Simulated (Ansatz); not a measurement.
A relaxation computed with Ansatz, from input to last step.

```yaml
crystal:
  lattice:
    - [-1.7595401761, 1.7595401761, 3.9304014324]
    - [1.7595401761, -1.7595401761, 3.9304014324]
    - [1.7595401761, 1.7595401761, -3.9304014324]
  atoms:
    - { symbol: Be, position: [0.5, 0.5, 0.0] }
    - { symbol: Be, position: [0.25, 0.75, 0.5] }
    - { symbol: Be, position: [0.75, 0.25, 0.5] }
    - { symbol: Sn, position: [0.0, 0.0, 0.0] }
basis:
  ecutwfc: 420
kpoints:
  mp_grid: { grid: [8, 8, 8] }
hamiltonian:
  xc: pbe
scf:
  occupations: { method: gaussian, width: 0.1 }
  lower_state_search: "off"
output:
  forces: true
  stress: true
  eigenvalues: true
relax:
  adjacent_minimum: "off"
  f_tol: 0.04
  max_steps: 70
  cell: { stress_tol: 0.4 }
```

```bash
ansatz run input.yaml --threads 1 --pin off --max-ram 2560MiB --backend cpu --events-out ev --progress --plain --runs-dir out
```

Theory: DFT PBE, scalar-relativistic, plane waves, PAW (Ansatz 0.2.0).

Of 5 frames 5 are shown, positions in Å and forces in eV/Å; the SCF threshold varies from step to step. Steps run on the plane waves of an earlier cell, with a Pulay correction in the pressure. The basis is chosen afresh for the last frame, the zero of the energies, and at times for earlier ones too; energy and pressure step there, also at an unchanged geometry.

```xyz
4
Lattice="-1.7595 1.7595 3.9304 1.7595 -1.7595 3.9304 1.7595 1.7595 -3.9304" Properties=species:S:1:pos:R:3:forces:R:3 pbc="T T T" step=1 free_energy_over_end_meV_per_atom=69.83 pressure_GPa=7.91
Be    0.0000    0.0000    3.9304    0.0000    0.0000    0.0000
Be    1.7595    0.0000    1.9652    0.0000    0.0000    0.0000
Be    0.0000    1.7595    1.9652    0.0000    0.0000    0.0000
Sn    0.0000    0.0000    0.0000    0.0000    0.0000    0.0000
4
Lattice="-1.8463 1.8463 3.8067 1.8463 -1.8463 3.8067 1.8463 1.8463 -3.8067" Properties=species:S:1:pos:R:3:forces:R:3 pbc="T T T" step=2 free_energy_over_end_meV_per_atom=3.29 pressure_GPa=0.10
Be    0.0000    0.0000    3.8067    0.0000    0.0000    0.0000
Be    1.8463    0.0000    1.9033    0.0000    0.0000    0.0000
Be    0.0000    1.8463    1.9033    0.0000    0.0000    0.0000
Sn    0.0000    0.0000    0.0000    0.0000    0.0000    0.0000
4
Lattice="-1.8607 1.8607 3.7478 1.8607 -1.8607 3.7478 1.8607 1.8607 -3.7478" Properties=species:S:1:pos:R:3:forces:R:3 pbc="T T T" step=3 free_energy_over_end_meV_per_atom=0.42 pressure_GPa=-0.05
Be    0.0000    0.0000    3.7478    0.0000    0.0000    0.0000
Be    1.8607    0.0000    1.8739    0.0000    0.0000    0.0000
Be    0.0000    1.8607    1.8739    0.0000    0.0000    0.0000
Sn    0.0000    0.0000    0.0000    0.0000    0.0000    0.0000
4
Lattice="-1.8627 1.8627 3.7373 1.8627 -1.8627 3.7373 1.8627 1.8627 -3.7373" Properties=species:S:1:pos:R:3:forces:R:3 pbc="T T T" step=4 free_energy_over_end_meV_per_atom=0.37 pressure_GPa=-0.02
Be    0.0000    0.0000    3.7373    0.0000    0.0000    0.0000
Be    1.8627    0.0000    1.8686    0.0000    0.0000    0.0000
Be    0.0000    1.8627    1.8686    0.0000    0.0000    0.0000
Sn    0.0000    0.0000    0.0000    0.0000    0.0000    0.0000
4
Lattice="-1.8627 1.8627 3.7373 1.8627 -1.8627 3.7373 1.8627 1.8627 -3.7373" Properties=species:S:1:pos:R:3:forces:R:3 pbc="T T T" step=5 free_energy_over_end_meV_per_atom=0.00 pressure_GPa=-0.01
Be    0.0000    0.0000    3.7373    0.0000    0.0000    0.0000
Be    1.8627    0.0000    1.8686    0.0000    0.0000    0.0000
Be    0.0000    1.8627    1.8686    0.0000    0.0000    0.0000
Sn    0.0000    0.0000    0.0000    0.0000    0.0000    0.0000
```

The start puts this composition into another compound's structure type, which needn't suit it. At the end the space group is I4/mmm (tolerance 0.05 Å).

The run took 12 s on 1 thread of Arm Neoverse V2 (shared host), peak memory 0.35 GiB.

The k mesh is coarse.